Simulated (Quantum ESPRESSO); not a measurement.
AlSi3NC3, a curve over one atom's position

A calculation, not a measurement. The program is pw.x of Quantum ESPRESSO 7.5 (plane-wave density functional theory). The cell is made up: 8 atoms on a wurtzite lattice, with randomly drawn elements, strain and displacements, not relaxed. PseudoDojo standard norm-conserving files (v0.5 for PBE, v0.4.1 for LDA and PBEsol) set the functional; there is no spin polarisation, spin-orbit coupling or dispersion term, and the masses in the input are unused placeholders.

Seven runs move atom 2 (Si, counted in the order of the input) along y and keep all else fixed.

Input of the run at +0.0087:

```
&control calculation='scf', pseudo_dir='./dojo.nc.sr.pbe.v0_5.standard.upf', outdir='./o', disk_io='low', tprnfor=.true., tstress=.true. /
&system ibrav=0, nat=8, ntyp=4, nbnd=22, ecutwfc=84.00895049, nosym=.true., tot_charge=0,
 occupations='smearing', smearing='fd', degauss=0.0018374661
/
&electrons conv_thr=7.350e-09, electron_maxstep=60, /
ATOMIC_SPECIES
Al 1.0 Al.upf
C 1.0 C.upf
N 1.0 N.upf
Si 1.0 Si.upf
CELL_PARAMETERS angstrom
3.0421 0.0 0.0
0.0 5.269 0.0
0.0 0.0 4.9677
ATOMIC_POSITIONS angstrom
Al -0.0287 0.0281 0.05
Si 1.5492 2.6258 0.0015
Si 1.5187 0.9088 2.4984
Si 0.0362 3.5113 2.4413
N 0.0195 0.0091 1.8894
C 1.5109 2.655 1.916
C 1.4979 0.8406 4.3474
C -0.061 3.515 4.2953
K_POINTS automatic
6 4 4 1 1 1
```

```
shift of atom 2 along y (Å)  free energy less that of the input shown (eV)  Fx on atom 2 (eV/Å)  Fy on atom 2 (eV/Å)  Fz on atom 2 (eV/Å)  pressure (GPa)  next band up at Gamma (eV)  iterations
                    -0.0817                                         0.0843               -1.132                2.259               -2.050           14.97                       1.005          13
                    -0.0749                                         0.0697               -1.157                2.047               -2.062           14.93                       1.019          13
                    +0.0087                                         0.0000               -1.485               -0.311               -2.051           14.71                       1.084          12
                    +0.0389                                         0.0209               -1.614               -1.065               -1.984           14.77                       1.070          12
                    +0.0657                                         0.0579               -1.732               -1.694               -1.901           14.87                       1.051          12
                    +0.0744                                         0.0735               -1.772               -1.891               -1.869           14.92                       1.043          12
```

Question: one run is left out of the table, at +0.0269. Estimate its Fy on atom 2 (eV/Å).

Answer: -0.771. The whole row:

| shift of atom 2 along y (Å) | free energy less that of the input shown (eV) | Fx on atom 2 (eV/Å) | Fy on atom 2 (eV/Å) | Fz on atom 2 (eV/Å) | pressure (GPa) | next band up at Gamma (eV) | iterations |
| --- | --- | --- | --- | --- | --- | --- | --- |
| +0.0269 | 0.0099 | -1.562 | -0.771 | -2.014 | 14.74 | 1.077 | 12 |

A cubic fit gives dFy/dy = -26.25 eV/Å² at zero shift. Across the table the free energy follows the integral of the force to within 0.1 meV. A rerun of one of the cells at 1437 eV and a 8 x 6 x 6 mesh moved values by no more than 0.003 eV in energy, 0.09 GPa in stress and 0.005 eV/Å in force. The band column is the level of band 17 at Gamma less that of band 16, whose number is half the electron count, rounded up; it comes from a band step after each run.